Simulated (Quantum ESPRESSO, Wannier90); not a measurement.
# Wannier functions of InP (wurtzite)

```
begin unit_cell_cart
ang
    4.1681099369    0.0000000000    0.0000000000
   -2.0840549684    3.6096890911    0.0000000000
    0.0000000000    0.0000000000    6.8399900000
end unit_cell_cart
begin atoms_frac
In  -0.3333333333  0.3333333333 -0.4998000000
In   0.3333333333 -0.3333333333  0.0002000000
P   -0.3333333333  0.3333333333 -0.1252000000
P    0.3333333333 -0.3333333333  0.3748000000
end atoms_frac
```

Cell from Materials Project (mp-966800), symmetrised, no further relaxation. Not found in the COD (Crystallography Open Database) copy used, which has the formula in other groups; not checked further. Computed values, not measurements, from PBEsol: Quantum ESPRESSO (norm-conserving PseudoDojo potentials, cutoff 56 Ry, no spin polarisation, no spin-orbit coupling) on a Γ-centred 12×12×6 mesh, then Wannier90. Density: 12×12×6 mesh, Gaussian smearing 0.01 Ry. Spin-orbit coupling is left out although heavy elements are present.

A tight-binding model is made by disentanglement and projection with no localisation steps (num_iter = 0), so the 16 orbitals stay atom-like: hydrogen-like In: s;p; P: s;p, axes along x, y, z; frozen window up to 2.05 eV relative to the valence-band maximum. It follows pw.x to 0.9 meV rms for states up to 1.6 eV relative to the valence-band maximum. Matrix elements depend on this choice of orbitals and windows.

Q: What are the on-site energies relative to the valence-band maximum, and how fast do the hoppings decay?

A: 
| atom | orbitals | energy (eV) |
|---|---|---|
| In1 | s | -1.81 |
| In1 | pz | 3.35 |
| In1 | px py | 3.39 |
| In2 | s | -1.81 |
| In2 | pz | 3.35 |
| In2 | px py | 3.39 |
| P3 | s | -7.42 |
| P3 | pz px py | 0.42 |
| P4 | s | -7.42 |
| P4 | pz px py | 0.42 |

```tsv
distance of the centres (Å)	largest modulus (eV)
2–3	2.4
3–4	0.55
4–5	0.43
5–6	0.065
6–7	0.21
7–8	0.062
8–9	0.029
9–10	0.031
10–11	0.012
11–12	0.0038
12–13	0.0060
```
